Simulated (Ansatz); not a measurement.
W (bcc, W type)

```
W
1.0
   -3.18365     3.18365     3.18365
    1.59183    -1.59183     1.59183
    1.59183     1.59183    -1.59183
W
2
Direct
  0.00000   0.00000   0.00000
  0.50000   0.00000   0.00000
```

The atoms are displaced by Q × the pattern below (from a DFPT mode at N = (0.5, 0.0, 0.0), largest move 1; Q in Å), at fixed cell. (q is in reciprocal vectors of the primitive cell; the cell shown is doubled to hold the pattern.)

| atom | x | y | z |
|---|---|---|---|
| W1 | 1.000 | 0.000 | 0.000 |
| W2 | -1.000 | 0.000 | 0.000 |

All values below come from PBE (plane waves to 420 eV, PAW, scalar-relativistic; Ansatz, a first-principles code). k mesh 10×20×20 (Γ-centred), Fermi-Dirac smearing 0.05 eV. The energy includes the smearing's −TS. With partly filled bands, energies and forces of such displacements shift with the k mesh and the smearing. Spin-orbit coupling is left out, though W is heavy. The PAW data are Ansatz's earlier set. W is run without spin polarisation. W was relaxed with its symmetry unable to fall. The zero of ΔE is the undisplaced structure. The last digit holds for this mesh only.

```
Q (Å)   ΔE (meV/cell)
------  -------------
-0.180          431.1
-0.150       withheld
-0.120          180.8
-0.090           98.4
-0.060           42.8
-0.030           10.7
0.000             0.0
0.030            10.7
0.060            42.8
0.090            98.4
0.120           180.8
0.150        withheld
0.180           431.1
```

Question: Fit an even polynomial form (powers 2, 4, 6) to the given rows and predict ΔE at Q = 0.150.

Answer: Least squares on the 11 given rows: ΔE = (11590)·Q² + (78230)·Q⁴ + (-776200)·Q⁶, in meV/cell with Q in Å; root-mean-square residual 0.14 meV/cell. At 0.150 the fit gives 291.5 meV/cell; the calculation gives 291.5 meV/cell, the same to the digits shown. The quadratic term alone would give 260.8 meV/cell.

(For displaced atoms, the force is minus the slope of the energy, and its curvature is a force constant, which sets phonon frequencies.)
